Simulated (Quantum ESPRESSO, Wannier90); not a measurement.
# Wannierisation of ZnS (zinc blende)

```
begin unit_cell_cart
ang
    0.0000000000    2.6936850000    2.6936850000
    2.6936850000    0.0000000000    2.6936850000
    2.6936850000    2.6936850000    0.0000000000
end unit_cell_cart
begin atoms_frac
Zn   0.0000000000  0.0000000000  0.0000000000
S   -0.2500000000 -0.2500000000 -0.2500000000
end atoms_frac
```

Structure: Materials Project mp-10695, symmetrised, not relaxed again. COD (Crystallography Open Database) has the formula in 4 space groups, this one among them (matched by group alone). Method: PBEsol plane waves in Quantum ESPRESSO 7.5 (PseudoDojo norm-conserving files, 68 Ry, no spin polarisation, no spin-orbit coupling), Bloch states on a 10×10×10 mesh through Γ, Wannier90 4.0.1. Density: 10×10×10 mesh, cold smearing 0.01 Ry.

Band 5 is isolated and gives one Wannier function a cell (S2 3s 84 %, Zn1 4s 11 %; spread 1.25 Å²). Its on-site energy is ε = -12.274 eV relative to the valence-band maximum, and its hoppings t(R) = t(−R) to the nearer images are (images within this range that aren't listed have |t| under 5 meV):

| R (lattice vectors; −R alike) | distance (Å) | t (eV) |
|---|---|---|
| 0 0 1 | 3.81 | -0.084 |
| 0 1 -1 | 3.81 | -0.084 |
| 0 1 0 | 3.81 | -0.084 |
| 1 -1 0 | 3.81 | -0.084 |
| 1 0 -1 | 3.81 | -0.084 |
| 1 0 0 | 3.81 | -0.084 |

### Question
Work out the band energy at Γ, X, U, K from these numbers.

### Answer
For one orbital E(k) = ε + Σ_R 2 t(R) cos(2π k·R), the sum over the listed R.
- Γ, k = (0.000, 0.000, 0.000): E = -12.274 + (-0.084)·(12.00) = -13.28 eV; pw.x: -13.22 eV
- X, k = (-0.500, -0.500, 0.000): E = -12.274 + (-0.084)·(-4.00) = -11.94 eV; pw.x: -11.93 eV
- U, k = (-0.375, -0.375, 0.250): E = -12.274 + (-0.084)·(-3.66) = -11.97 eV; pw.x: -11.96 eV
- K, k = (-0.375, 0.000, 0.375): E = -12.274 + (-0.084)·(-3.66) = -11.97 eV; pw.x: -11.96 eV

At these points the listed shells miss the plane-wave band by up to 0.07 eV, of a width of 1.29 eV on the path. With all its hoppings the model misses the band by 0.0 meV at worst on the whole path, so most of the miss comes from the hoppings not listed.
